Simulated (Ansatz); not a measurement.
Ta$_{2}$Pt$_{3}$S$_{8}$ in space group Pbam (No. 55; Pearson symbol oP26), DFT-PBE in the program Ansatz with PAW potentials, all energies at zero smearing, with the estimated change up to a 700 eV cutoff added, with one set of potentials and settings (totals compare only within such a set). Cell of 26 atoms (4 Ta, 6 Pt, 16 S): -129334.120 eV.

| element | reference phase | E (eV/atom) |
|---|---|---|
| Ta | Im-3m, 1 atoms in the cell | -9933.2341 |
| Pt | Fm-3m, 1 atoms in the cell | -12524.7059 |
| S | Fddd, 32 atoms in the cell | -902.0602 |

Formation energy per atom, worked out: (-129334.120 − 4×(-9933.2341) − 6×(-12524.7059) − 16×(-902.0602))/26 = -0.769 eV/atom (-74 kJ per mol of atoms), at 0 K, without zero-point energy or fitted corrections.

The workflow started from a Materials Project entry (that database holds measured and hypothetical structures alike); the Crystallography Open Database copy checked does not list it. Its standing as an ambient phase is unchecked. Symmetry was held in the PBE relaxation; whether a distortion lowers the energy is not shown. The run is not spin-polarised. The references are the lowest solids computed at this level, not always the standard phases. Scalar-relativistic: spin–orbit coupling is off unless named, which matters more the heavier the elements.

Potentials: the earlier of the program's two PAW sets.
